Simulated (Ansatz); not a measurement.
This run works on a generated trial structure, not on a known crystal.

Input and command of a plane-wave DFT calculation in Ansatz:

```yaml
crystal:
  lattice:
    - [3.5857991665, 0.0, 0.0]
    - [-1.7928995832, 3.105393171, 0.0]
    - [0.0, 0.0, 5.7285820992]
  atoms:
    - { symbol: Cu, position: [0.3333333333, 0.6666666667, 0.25] }
    - { symbol: Cu, position: [0.6666666667, 0.3333333333, 0.75] }
    - { symbol: W, position: [0.0, 0.0, 0.0] }
    - { symbol: W, position: [0.0, 0.0, 0.5] }
basis:
  ecutwfc: 420
kpoints:
  mp_grid: { grid: [12, 12, 8] }
hamiltonian:
  xc: pbe
scf:
  occupations: { method: gaussian, width: 0.1 }
output:
  forces: true
  stress: true
  eigenvalues: true
relax:
  adjacent_minimum: "off"
  f_tol: 0.01
  max_steps: 80
  cell: { stress_tol: 0.05 }
```

```bash
ansatz run input.yaml --threads 1 --pin off --max-ram 2560MiB --backend cpu --events-out ev --progress --plain --runs-dir out
```

Processor: Intel(R) Xeon(R) Platinum 8259CL CPU @ 2.50GHz (Skylake/Cascade Lake), 1 thread, on a host shared with other jobs.

Problem. Estimate time, memory and problem size.

Solution. About 2.3 min, peak memory 0.55 GiB. It solves 40 bands at 95 k points (after reduction by symmetry) with about 1277 plane waves (on the last cell), in 78 SCF iterations over 11 ionic steps.
